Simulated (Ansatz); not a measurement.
Consider a crystal of Ba₃Pb₂ in space group Pm-3m (No. 221), with Ba on 3d; Pb on 1a and 1b.

Level of theory: DFT PBE, scalar-relativistic, plane waves, PAW in Ansatz 0.2.0. Cutoff 420 eV, Γ-centred mesh, Gaussian smearing, no spin polarisation.

Formation energies are uncorrected and refer to the elements' standard structures at the same level.

**Question.** Which cell and coordinates does it relax to?

**Answer.**

Space group Pm-3m (No. 221). a = 6.641 Å, b = 6.641 Å, c = 6.641 Å, α = 90.00°, β = 90.00°, γ = 90.00°
```tsv
atom	site	symmetry	x	y	z
Ba	3d	4/mm.m	0.5000	0.0000	0.0000
Pb	1a	m-3m	0.0000	0.0000	0.0000
Pb	1b	m-3m	0.5000	0.5000	0.5000
```

Ba is surrounded by 2 Pb at 3.32 Å, 4 Pb at 4.70 Å and 8 Ba at 4.70 Å; Pb on its first site has 6 Ba at 3.32 Å; Pb on its second site has 12 Ba at 4.70 Å.

**Question.** And its energy and gap?

**Answer.** The formation energy is −0.10 eV/atom and the gap on the 6×6×6 mesh of the 5-atom cell is 0 eV (a metal). It lies below the elements, which doesn't yet make it stable against other compounds or structures.

The last run used Gaussian smearing of 0.10 eV. These runs have no spin–orbit coupling, which can matter for Pb. The cell is a metal run without spin; a magnetic state may lie lower. Symmetry constrained the relaxation, so the result can be a saddle point.
